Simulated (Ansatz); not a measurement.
SrTiO3:
```cif
data_O3SrTi
_chemical_formula_sum 'Sr1 Ti1 O3'
_space_group_name_H-M_alt 'P 1'
_space_group_IT_number 1
_cell_length_a 3.90683
_cell_length_b 3.90683
_cell_length_c 3.90683
_cell_angle_alpha 90.000
_cell_angle_beta 90.000
_cell_angle_gamma 90.000
loop_
_space_group_symop_operation_xyz
  'x, y, z'
loop_
_atom_site_label
_atom_site_type_symbol
_atom_site_fract_x
_atom_site_fract_y
_atom_site_fract_z
_atom_site_occupancy
Sr1 Sr 0.00000 0.00000 0.00000 1
Ti1 Ti 0.50000 0.50000 0.50000 1
O1 O 0.00000 0.50000 0.50000 1
O2 O 0.50000 0.50000 0.00000 1
O3 O 0.50000 0.00000 0.50000 1
```

Relaxed with r²SCAN.

Task: Give the optical modes at the zone centre with their infrared and Raman activity from DFPT, r²SCAN in the plane-wave PAW code Ansatz.

Result: Transverse frequencies, without the LO–TO term; a row sums one degenerate level.

| ω (cm⁻¹) | degeneracy | IR ((D/Å)²/amu) | Raman (Å⁴/amu) | activity | symmetry |
|---|---|---|---|---|---|
| 88i | 3 | 215.42 | 0 | IR | T1u |
| 161 | 3 | 2.33 | 0 | IR | T1u |
| 249 | 3 | 0.00 | 0 | silent | T2u |
| 536 | 3 | 34.84 | 0 | IR | T1u |

Task: How high does the top mode go among those that the LO–TO term moves?

Result: 772 cm⁻¹ for q along x.

Space group Pm-3m (cubic perovskite). The r²SCAN relaxation kept the symmetry of its start. At this level the phase is dynamically unstable (imaginary phonons). The run is not spin-polarised.

Potentials: the later of the program's two PAW sets.
